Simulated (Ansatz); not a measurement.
BaZrO3:
```cif
data_BaO3Zr
_chemical_formula_sum 'O3 Ba1 Zr1'
_space_group_name_H-M_alt 'P 1'
_space_group_IT_number 1
_cell_length_a 4.18063
_cell_length_b 4.18063
_cell_length_c 4.18063
_cell_angle_alpha 90.000
_cell_angle_beta 90.000
_cell_angle_gamma 90.000
loop_
_space_group_symop_operation_xyz
  'x, y, z'
loop_
_atom_site_label
_atom_site_type_symbol
_atom_site_fract_x
_atom_site_fract_y
_atom_site_fract_z
_atom_site_occupancy
O1 O 0.00000 0.50000 0.50000 1
O2 O 0.50000 0.00000 0.50000 1
O3 O 0.50000 0.50000 0.00000 1
Ba1 Ba 0.00000 0.00000 0.00000 1
Zr1 Zr 0.50000 0.50000 0.50000 1
```

Relaxed with PBEsol.

**Question.** Give the optical modes at the zone centre with their infrared activity from DFPT, PBEsol (plane waves, PAW; program Ansatz).

**Answer.** Transverse frequencies, without the LO–TO term; a row sums one degenerate level.

| ω (cm⁻¹) | degeneracy | IR ((D/Å)²/amu) | activity | symmetry |
|---|---|---|---|---|
| 88 | 3 | 39.43 | IR | T1u |
| 175 | 3 | 0.00 | IR-inactive | T2u |
| 189 | 3 | 66.98 | IR | T1u |
| 502 | 3 | 61.44 | IR | T1u |

**Question.** How high does the top mode go among those that the LO–TO term moves?

**Answer.** 692 cm⁻¹ for q along x.

Space group Pm-3m (cubic perovskite). The cell was relaxed with PBEsol under the symmetry of its start; of distortions, only those at the zone centre were tested. No spin polarisation was allowed. Scalar-relativistic: spin–orbit coupling is off unless named, which matters more the heavier the elements.

Potentials: the later of the program's two PAW sets.
